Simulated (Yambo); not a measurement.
G0W0@PBE for BeSe (zinc blende, space group F-43m, No. 216) in Yambo. Reference settings: 4×4×4 Γ-centred k mesh, bands 11 to 156 and a 15 Ry block in the screening, 156 bands in G with the Bruneval-Gonze terminator, plasmon pole fitted at 27.2 eV. The PBE gap Γ → X on this mesh is 2.62 eV; G0W0 gaps are taken between the same points.

Gap (Γ → X) in eV against the number of bands and the screening block, terminator on:

```
bands (W and G)   3 Ry   6 Ry   9 Ry  12 Ry  15 Ry
---------------  -----  -----  -----  -----  -----
33               3.345  3.507  3.554  3.560  3.562
54               3.302  3.506  3.581  3.593  3.597
83               3.297  3.514  3.611  3.629  3.638
120              3.296  3.517  3.626  3.650  3.663
156              3.296  3.517  3.630  3.657  3.673
```

Rough cost of the Yambo step against the reference (shared machines):

```json
[
 {"bands (W and G)": "33", "3 Ry": "1/9", "6 Ry": "1/8", "9 Ry": "1/5", "12 Ry": "1/5", "15 Ry": "1/2"},
 {"bands (W and G)": "54", "3 Ry": "1/6", "6 Ry": "1/4", "9 Ry": "1/3", "12 Ry": "1/3", "15 Ry": "1/2"},
 {"bands (W and G)": "83", "3 Ry": "1/4", "6 Ry": "1/3", "9 Ry": "1/2", "12 Ry": "1/3", "15 Ry": "~1"},
 {"bands (W and G)": "120", "3 Ry": "1/3", "6 Ry": "1/3", "9 Ry": "1/2", "12 Ry": "~1", "15 Ry": "~1"},
 {"bands (W and G)": "156", "3 Ry": "~1", "6 Ry": "~1", "9 Ry": "~1", "12 Ry": "~1", "15 Ry": "1"}
]
```

At the largest block the last step in bands moves the gap by 0.010 eV; at the most bands the last step in the block moves it by 0.016 eV.

Spin-orbit splittings are left out.

Geometry relaxed with PBEsol; primitive cell a = b = c = 3.628 Å, α = β = γ = 60.00°.

The potentials are those of PseudoDojo's stringent table.
